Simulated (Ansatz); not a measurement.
Relaxed LiNbO₃ (space group R-3):

```xyz
10
Lattice="2.5728 1.4854 4.6193 -2.5728 1.4854 4.6193 0.0000 -2.9708 4.6193" Properties=species:S:1:pos:R:3 pbc="T T T"
Li     0.0000     0.0000     4.9437
Li     0.0000     0.0000     8.9143
Nb     0.0000     0.0000     1.9971
Nb     0.0000     0.0000    11.8610
O     -0.8753    -1.6823     8.0222
O      0.8753     1.6823     5.8359
O     -1.0193     1.5991     8.0222
O      1.0193    -1.5991     5.8359
O      1.8945     0.0831     8.0222
O     -1.8945    -0.0831     5.8359
```

The atoms are displaced by Q × the pattern below (from a DFPT mode at Γ, largest move 1; Q in Å), at fixed cell. It is one choice among 2 degenerate patterns.

```csv
atom,x,y,z
Li1,0.000,1.000,0.000
Li2,0.000,1.000,0.000
Nb3,0.005,-0.049,0.000
Nb4,0.005,-0.049,0.000
O5,-0.014,-0.056,0.037
O6,-0.014,-0.056,0.037
O7,-0.001,-0.050,0.048
O8,-0.001,-0.050,0.048
O9,-0.013,-0.042,-0.085
O10,-0.013,-0.042,-0.085
```

These are LDA (plane waves to 420 eV, PAW, scalar-relativistic; Ansatz, an electronic-structure program) values and carry that method's errors. k mesh 8×8×8 (Γ-centred), Fermi-Dirac smearing 0.05 eV. E stands for the smeared free energy. LiNbO3 is run without spin polarisation. LiNbO3 was relaxed with its symmetry unable to fall. This is one of several known forms of LiNbO3; the measured ambient cells at hand have space group No. 161. The zero of ΔE is the undisplaced structure.

```json
[
 {"Q (Å)": "-0.1000", "ΔE (meV/cell)": "14.0"},
 {"Q (Å)": "-0.0833", "ΔE (meV/cell)": "9.7"},
 {"Q (Å)": "-0.0667", "ΔE (meV/cell)": "withheld"},
 {"Q (Å)": "-0.0500", "ΔE (meV/cell)": "3.5"},
 {"Q (Å)": "-0.0333", "ΔE (meV/cell)": "1.5"},
 {"Q (Å)": "-0.0167", "ΔE (meV/cell)": "0.4"},
 {"Q (Å)": "0.0000", "ΔE (meV/cell)": "0.0"},
 {"Q (Å)": "0.0167", "ΔE (meV/cell)": "0.4"},
 {"Q (Å)": "0.0333", "ΔE (meV/cell)": "1.5"},
 {"Q (Å)": "0.0500", "ΔE (meV/cell)": "3.5"},
 {"Q (Å)": "0.0667", "ΔE (meV/cell)": "withheld"},
 {"Q (Å)": "0.0833", "ΔE (meV/cell)": "9.7"},
 {"Q (Å)": "0.1000", "ΔE (meV/cell)": "14.0"}
]
```

Question: Fit an even polynomial form (powers 2, 4) to the given rows and predict ΔE at Q = -0.0667.

Answer: Least squares on the 11 given rows: ΔE = (1391)·Q² + (932.5)·Q⁴, in meV/cell with Q in Å; root-mean-square residual 0.02 meV/cell. At -0.0667 the fit gives 6.2 meV/cell; the calculation gives 6.2 meV/cell, the same to the digits shown. The quadratic term alone would give 6.2 meV/cell.

(A displaced cell: forces are minus the slopes of the energy, force constants its curvatures, and phonons follow from these.)
